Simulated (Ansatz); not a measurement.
CaF2:
```yaml
crystal:
  lattice:
    - [0.00000, 2.73368, 2.73368]
    - [2.73368, 0.00000, 2.73368]
    - [2.73368, 2.73368, 0.00000]
  atoms:
    - { symbol: Ca, position: [0.00000, 0.00000, 0.00000] }
    - { symbol: F, position: [0.25000, 0.25000, 0.25000] }
    - { symbol: F, position: [0.75000, 0.75000, 0.75000] }
```

Relaxed with HSE06.

Question: Give the Bader charges and basin volumes of the independent atoms, DFT-HSE06 in the program Ansatz with PAW potentials.

Answer: 

| atom | Bader charge (e) | Bader volume (Å³) |
|---|---|---|
| Ca1 | +1.72 | 11.4 |
| F2 | -0.86 | 14.6 |

Space group Fm-3m (fluorite). Symmetry was held in the HSE06 relaxation.

Potentials: the later of the program's two PAW sets.
